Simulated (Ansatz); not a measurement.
Consider the following.

MgO:
```
CELL_PARAMETERS angstrom
      2.63341     0.00000     0.00000
      0.00000     2.63341     0.00000
      0.00000     0.00000     2.63341
ATOMIC_POSITIONS crystal
  Mg 0.00000 0.00000 0.00000
  O  0.50000 0.50000 0.50000
```

This is the PBEsol-relaxed structure.

All from PBEsol (plane waves, PAW; program Ansatz), unless another level is named. Estimate the highest zone-centre frequency (without LO–TO term).

126 cm⁻¹.

What about the bulk modulus (Birch–Murnaghan fit)?

1470 kbar.

Predict the elastic constants (relaxed ions, GPa).

C11 = 580, C12 = -69.0, C44 = -55.6.

Space group Pm-3m (CsCl type). This is a known high-pressure phase of the composition, computed here at zero pressure and temperature. The cell was relaxed with PBEsol under the symmetry of its start. At this level the phase is dynamically unstable (imaginary phonons).

Potentials: the later of the program's two PAW sets.
